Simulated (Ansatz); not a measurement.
Relaxed-ion elastic tensor of Zn (hcp (Mg type), space group No. 194) in GPa (Voigt order), LDA in the plane-wave PAW code Ansatz; density 7.93 g/cm³, 13.69 Å³ per atom.

```
      1     2     3     4     5     6
-  ----  ----  ----  ----  ----  ----
1   239  65.9  63.3   0.0   0.0   0.0
2  65.9   239  63.3   0.0   0.0   0.0
3  63.3  63.3  81.5   0.0   0.0   0.0
4   0.0   0.0   0.0  37.2   0.0   0.0
5   0.0   0.0   0.0   0.0  37.2   0.0
6   0.0   0.0   0.0   0.0   0.0  86.3
```

Is the crystal mechanically stable?

Yes: the smallest eigenvalue of C is 37.2 GPa.

Work out the Voigt, Reuss and Hill averages.

K_V = 105, K_R = 78.4, K_H = 91.6; G_V = 56.6, G_R = 43.7, G_H = 50.1 GPa.

Give Young's modulus, Poisson's ratio, Pugh's ratio and the universal anisotropy index.

E = 9KG/(3K + G) = 127 GPa; ν = 0.27; K/G = 1.83 (near the Pugh limit of 1.75, no verdict); A_U = 5G_V/G_R + K_V/K_R − 6 = 1.81.

Estimate the sound speeds and the Debye temperature.

v_l = √((K + 4G/3)/ρ) = 4470 m/s, v_t = √(G/ρ) = 2510 m/s, mean 2800 m/s; Θ = (h/k)(3n/4πV)^(1/3) v_m = 348 K.

How much does each axis shrink under pressure?

Linear compressibilities β_i = Σ_j S_ij (j = 1 to 3): x 1.1, y 1.1, z 11 per TPa.

Space group P6_3/mmc (hcp (Mg type)). The cell was relaxed with LDA under the symmetry of its start. As this level gives no gap, shear constants depend on the k-mesh and smearing (Fermi–Dirac, 0.1 eV here). On the denser mesh and wider smearing of the elastic run this cell carries a stress of 0.7 GPa.

Potentials: the later of the program's two PAW sets.
